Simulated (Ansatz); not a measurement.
RhPb (space group P6/mmm)

```
RhPb
1.0
    5.66305     0.00000     0.00000
   -2.83152     4.90434     0.00000
    0.00000     0.00000     4.44174
Rh Pb
3 3
Cartesian
 -1.41576   2.45217   0.00000
  2.83152   0.00000   0.00000
  1.41576   2.45217   0.00000
  2.83152   1.63478   2.22087
  0.00000   3.26956   2.22087
  0.00000   0.00000   0.00000
```

The slice is a (-1 1 0 0) plane (indices of the conventional cell) through the point (0.333, 0.667, 0.500) (fractional), spanned by u = [001] and v = [110] in vectors of this cell: u (4.44 Å) and v (5.66 Å, at 90° to u). It covers one period; positions are fractions (u, v).

All values below come from PBEsol (plane waves to 420 eV, PAW, scalar-relativistic; Ansatz, a quantum-chemistry and plane-wave program). k mesh 10×10×11. Near the nuclei the fields are pseudised (PAW); where an atom keeps semicore shells as valence, they peak there. RhPb is run without spin polarisation. RhPb was relaxed with its symmetry unable to fall. Spin-orbit coupling is left out, though Pb is heavy.

### Question
Predict the map of the valence electron density on the slice.

### Answer
```
|@@%#*+=-::::::::::-=+*#%@|
|@%%#*=--::::::::::--=*#%%|
|%##*+=-::::----::::-=+*##|
|***+=--::--------::--=+**|
|++==--::---====---::--==+|
|----::::--=++++=--::::---|
|::::::::-==+**+==-:::::::|
|......::-=++**++=-::.....|
|   ....:-=++**++=-:....  |
|     ..:--=++++=--:..    |
|      .::-======-::.     |
|      ..::------::..     |
|       ..::----::..      |
|       ...::::::...      |
|       ...::::::...      |
|       ....::::....      |
|       ...::::::...      |
|       ...::::::...      |
|       ..::----::..      |
|      ..::------::..     |
|      .::-======-::.     |
|     ..:--=++++=--:..    |
|   ....:-=++**++=-:....  |
|......::-=++**++=-::.....|
|::::::::-==+**+==-:::::::|
|----::::--=++++=--::::---|
|++==--::---====---::--==+|
|***+=--::--------::--=+**|
|%##*+=-::::----::::-=+*##|
|@%%#*=--::::::::::--=*#%%|
|@@%#*+=-::::::::::-=+*#%@|
|@@@%*+=-::::::::::-=+*%@@|
```
Scale: ten equal steps from -1.14 (start of ' ') to 1.02 (end of '@'), in the order ' .:-=+*#%@'. Values: log₁₀ of the valence density in e/Å³. The map has 25 points along u (one character each, u = 0 at the left) and 32 along v (v = 0 in the bottom row). The scale is logarithmic, as a density can span decades between atoms and voids.
